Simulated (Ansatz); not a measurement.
**17O NMR of the central transition in NaAlGeO4**

Cell: a computed structure from the Materials Project (it need not be an observed phase), atoms as given.

Space group Pmc2_1 (No. 26); a = 2.8794, b = 10.4879, c = 8.9625 Å.

```csv
site,Wyckoff,site symmetry,x,y,z
Na1,2b,m..,0.5000,0.0994,0.2569
Na3,2a,m..,0.0000,0.4082,0.7406
Al5,2b,m..,0.5000,0.8614,0.4346
Al7,2b,m..,0.5000,0.3529,0.4218
Ge9,2a,m..,0.0000,0.6378,0.5579
Ge11,2a,m..,0.0000,0.1486,0.5845
O13,2b,m..,0.5000,0.7331,0.1196
O15,2a,m..,0.0000,0.7646,0.8913
O17,2b,m..,0.5000,0.6742,0.4210
O19,2a,m..,0.0000,0.8211,0.5700
O21,2b,m..,0.5000,0.9644,0.0260
O23,2a,m..,0.0000,0.5354,0.9786
O25,2b,m..,0.5000,0.3973,0.2018
O27,2a,m..,0.0000,0.1002,0.7954
```

One atom of each set is listed.

All values are calculated (Ansatz; DFT, PBE, plane waves and PAW, scalar-relativistic, 420 eV cutoff, Γ-centred 7×2×3 k-points, Fermi–Dirac smearing 0.02 eV), not measured.

17O has I = 5/2 and Q = -25.58 mb (Pyykkö 2018); at 11.7 T its Larmor frequency is ν₀ = 67.6 MHz. Only the quadrupole interaction is simulated: positions count from each site's isotropic chemical shift, and shift anisotropy, dipolar and J coupling are left out, though they dominate static lines narrower than about 10 kHz.

Q: What does the 17O spectrum (static powder) show for each site?

A: 

```
site                                               first shell  C_Q (MHz)     η  P_Q (MHz)  δ_QIS (ppm)  breadth (kHz)
 O13            2 Ge at 1.93 Å, 1 Al at 1.99 Å, 2 Na at 2.33 Å       4.67  0.41       4.80        -30.3           13.8
 O15            2 Al at 1.91 Å, 1 Ge at 1.96 Å, 2 Na at 2.36 Å      -3.46  0.68       3.72        -18.1           8.94
 O17            2 Ge at 1.93 Å, 1 Al at 1.97 Å, 2 Na at 2.33 Å       4.31  0.32       4.39        -25.3           11.1
 O19            1 Ge at 1.93 Å, 2 Al at 1.93 Å, 2 Na at 2.36 Å      -4.09  0.52       4.27        -24.0           11.4
 O21  2 Ge at 1.94 Å, 1 Al at 2.00 Å; also 2 Na at 2.50–2.51 Å       6.18  0.27       6.25        -51.4           21.9
 O23       2 Al at 1.92 Å, 1 Ge at 1.95 Å, 2 Na at 2.42–2.52 Å      -4.78  0.77       5.22        -35.9           17.9
 O25  2 Ge at 1.97 Å, 1 Al at 2.03 Å; also 3 Na at 2.52–3.16 Å       5.84  0.28       5.92        -46.0           19.7
 O27  2 Al at 1.95 Å, 1 Ge at 1.96 Å; also 3 Na at 2.56–3.27 Å      -4.56  0.78       5.00        -32.9           16.4
```

δ_QIS = −(ν_Q²/30ν₀²)[I(I+1) − 3/4](1 + η²/3) × 10⁶ ppm with ν_Q = 3|C_Q|/[2I(2I−1)]; it falls as 1/B₀² in ppm, and the breadth as 1/B₀ in kHz.

At O21 and O25 V_zz stands upright on the plane through its three neighbours (within 11°) in each case.

Hardware: 1 thread of Arm Neoverse V1 (aarch64; 8 cores open to the job, memory cap 2.5 GiB, no GPU), a shared host with a load of 0.8 a core. Wall time 100 s, CPU time 100 s, peak memory 0.75 GiB.
